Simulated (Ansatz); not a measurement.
Question: Each is relaxed and computed with the program Ansatz at the r²SCAN level (PAW). Which is the only one with a gap?
(A) YSi2Au2, I4/mmm (Y on 2a, Si on 4e, Au on 4d)
(B) Cs2MnCl4, I4/mmm (Cs on 4e, Mn on 2a, Cl on 4e, Cl on 4c)
(C) EuP2Os2, I4/mmm (Eu on 2a, P on 4e, Os on 4d)
(D) YSi2Ni2, I4/mmm (Si on 4e, Ni on 4d, Y on 2a)

Answer: B, Cs2MnCl4, I4/mmm (Cs on 4e, Mn on 2a, Cl on 4e, Cl on 4c). Cs2MnCl4: gap 2.58 eV (indirect); YSi2Ni2: metal; EuP2Os2: metal; YSi2Au2: metal. The 4f shell is in the valence, and the state reached may lie above the lowest one. Spin orders computed, not proven ground states: Cs2MnCl4, I4/mmm (Cs on 4e, Mn on 2a, Cl on 4e, Cl on 4c) ferromagnetic; EuP2Os2, I4/mmm (Eu on 2a, P on 4e, Os on 4d) ferromagnetic. Standing as an ambient phase not checked: Cs2MnCl4, I4/mmm (Cs on 4e, Mn on 2a, Cl on 4e, Cl on 4c); YSi2Ni2, I4/mmm (Si on 4e, Ni on 4d, Y on 2a); EuP2Os2, I4/mmm (Eu on 2a, P on 4e, Os on 4d); YSi2Au2, I4/mmm (Y on 2a, Si on 4e, Au on 4d). Began spin-polarised and lost the moments: YSi2Ni2, I4/mmm (Si on 4e, Ni on 4d, Y on 2a). All cells were relaxed under the symmetry of their starts (and spin orders); stability against distortions was not tested throughout. Rows with no word on spin ran without spin polarisation. No Hubbard U is applied. Scalar-relativistic: spin–orbit coupling is off unless named, which matters more the heavier the elements.

Potentials: the later of the program's two PAW sets.
